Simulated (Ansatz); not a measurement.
## Piezoelectric tensor of Cd$_{3}$HgS$_{4}$

These are results of Ansatz 0.2.0, DFT PBE, scalar-relativistic, plane waves, PAW, not measurements. Plane waves to 420 eV; Γ-centred k mesh 6×6×6; fixed occupations. No spin polarisation.

Equilibrium structure at this level:
```
CELL_PARAMETERS angstrom
5.94249 0.00000 0.00000
0.00000 5.94249 0.00000
0.00000 0.00000 5.94249
ATOMIC_POSITIONS crystal
Cd 0.50000 0.00000 0.50000
Cd 0.50000 0.50000 0.00000
Cd 0.00000 0.50000 0.50000
Hg 0.00000 0.00000 0.00000
S 0.25199 0.74801 0.74801
S 0.25199 0.25199 0.25199
S 0.74801 0.74801 0.25199
S 0.74801 0.25199 0.74801
```

It was reached by relaxing an invented guess, and it needn't be the stable form of this composition. Spin–orbit coupling is left out, which matters for heavy elements.

(1) Give the relaxed-ion proper piezoelectric stress tensor e_iJ (C/m², Voigt columns xx yy zz yz xz xy).

(2) With the elastic constants (GPa, Voigt order)
```
65.2 46.3 46.3  0.0  0.0  0.0
46.3 65.2 46.3  0.0  0.0  0.0
46.3 46.3 65.2  0.0  0.0  0.0
 0.0  0.0  0.0 25.3  0.0  0.0
 0.0  0.0  0.0  0.0 25.3  0.0
 0.0  0.0  0.0  0.0  0.0 25.3
```
find the strain coefficients d = e·C⁻¹ (pC/N).

Results:

(1)
```
x   0.000 0.000 0.000 0.203 0.000 0.000
y   0.000 0.000 0.000 0.000 0.203 0.000
z   0.000 0.000 0.000 0.000 0.000 0.203
```
Signs follow the orientation of the cell as given.

(2)
```
x   0.0 0.0 0.0 8.0 0.0 0.0
y   0.0 0.0 0.0 0.0 8.0 0.0
z   0.0 0.0 0.0 0.0 0.0 8.0
```
